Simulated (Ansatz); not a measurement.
Values for one crystal, relaxed and computed with PBEsol in the plane-wave PAW code Ansatz; other levels are named.

```yaml
volume_per_atom: 17.37 Å³
band_gap: 3.27 eV (indirect)
Poisson's ratio: 0.39
Largest static χ(2) component: 16 pm/V
conduction_band_minimum: at Γ
dynamical_stability_on_the_path: stable (no imaginary branch)
valence_band_maximum: at W
```

Pick the material that matches.
(A) LaLuO3, cubic perovskite
(B) CaO, zinc blende
(C) AlN, zinc blende
(D) Mg2SnO4, spinel

B, CaO, zinc blende

Space group F-43m (zinc blende). The start of the workflow was typed in or built on a structure type; neither database checked (COD, Materials Project) lists it. It is not the phase usual at ambient conditions (space group No. 225). Symmetry was held in the PBEsol relaxation.

Potentials: the earlier of the program's two PAW sets. The files were generated under PBE; for other functionals the program regenerates the frozen cores, and for LDA and PBEsol the local potential too.
